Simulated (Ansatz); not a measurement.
The elements of this relaxed trial crystal are hidden behind letters.

```
lattice vectors (Å)
   5.0791    0.0000    0.0000
  -2.5395    4.3986    0.0000
   0.0000    0.0000    3.2360
fractional positions
X 0.3333 0.6667 0.5000
X 0.6667 0.3333 0.5000
Z 0.0000 0.0000 0.0000
```

Method: Ansatz 0.2.0, DFT PBE, scalar-relativistic, plane waves, PAW. The final run on the 3-atom cell used 420 eV, a Γ-centred 12×12×14 mesh, 0.10 eV smearing and no spin polarisation.

| Property | Result |
| --- | --- |
| Space group | P6/mmm (No. 191) |
| Conventional cell | a = 5.079 Å, c = 3.236 Å |
| Volume per atom | 24.10 Å³ |
| Density | 4.82 g/cm³ |
| Formation energy | +0.22 eV/atom |
| Gap on the 12×12×14 mesh of the 3-atom cell | 0 eV (a metal) |

Energies are uncorrected and count from the elements' standard states at the same level.

Q: X is a d-block element of period 5 and Z is a p-block element of period 3. Which elements are they?

A: X = Y, Z = S, so the formula is Y2S. Density times volume gives a mean mass of 4.82 × 24.10/1.6605 = 70.0 u per atom, and this set has 70.0 u. Y has 3 Y at 2.93 Å, 2 Y at 3.24 Å and 6 S at 3.35 Å; S is surrounded by 2 S at 3.24 Å and 12 Y at 3.35 Å. Other sets within the hints have nearly the same mass, so mass alone doesn't settle it; this one was computed.

The cell is a metal run without spin; a magnetic state may lie lower. A structure relaxed within its symmetry needn't be a true minimum.
